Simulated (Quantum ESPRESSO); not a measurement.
# Different elements on one site among Al Mo Nb Ta

Calculated results; nothing here was measured. They come from Quantum ESPRESSO 7.5, a public plane-wave density functional program. Each row is one single-point run on a made-up periodic cell of eight metal atoms, with elements, volume, strain and displacements drawn at random and not relaxed, so a cell may be unstable or far from any real phase. There is no spin polarisation or spin-orbit coupling.

Settings: PBE unless stated; PseudoDojo standard norm-conserving files; Fermi-Dirac width 0.25 eV, which means electrons at about 2900 K; cutoff 1252 eV; 6 x 5 x 4 k mesh shifted half a step off Gamma. E is the free energy of the whole cell (internal energy minus TS), so a -TS column is already part of it. Stress is positive in tension, and the pressure P is minus a third of its trace.

Checks: one run of this series was repeated at a higher cutoff and on a denser mesh, which moved values by no more than 0.002 eV, 0.02 GPa and 0.003 eV/Å, and a second program with other atomic files agreed on it to 2 % rms in force and 0.5 GPa in pressure. Known limits: the copper pseudopotential is less sure than most, with forces differing by about three percent and pressure by about two GPa from a second method on plain copper; heavy elements are run without spin-orbit coupling, which real alloys of them have; a spin test at this wide smearing found no moment, but such smearing suppresses magnetism that the real alloy may have.

The lattice is face-centred cubic, and the cell vectors in Å are (-3.961, 0.036, -0.030); (0.065, -4.126, 4.031); (-0.039, 6.123, 1.950), a volume of 129.60 Å³. The elements on sites 1 to 8 are Nb Al Ta Al Nb Mo X Mo. The runs change X and keep the cell and the displaced positions. The column v is a rough volume for each atom of the pure element, close to PBE values, from general knowledge and not from these runs. Energies are left out, as each element's file has its own zero.

```
run   X  v (Å³)  -TS (eV)  force on X (eV/Å)  rms force (eV/Å)  P (GPa)
  1  In    27.5    -1.274              6.275             2.240    22.09
  2  Cu    12.0    -1.394              2.541             1.246     7.17
  3  Pd    15.3         ?                  ?                 ?        ?
  4  Zn    15.2    -1.330              3.139             1.397    10.04
  5  Al    16.5    -1.291              3.622             1.505    11.69
```

## Worked fit

A straight line through the runs shown gives P = -4.4 + 0.965 v GPa with v in Å³, an error of 0.017 on the slope and a scatter of 0.20 GPa. At this fixed volume the pressure tends to rise with the size of X.

## Withheld run

Question: what pressure should run 3, with Pd, give?

The fit gives 10.36 ± 0.23 GPa. The calculation gave 12.54 GPa. This run lies off the fit by more than twice that error, so something that the fit leaves out matters here.
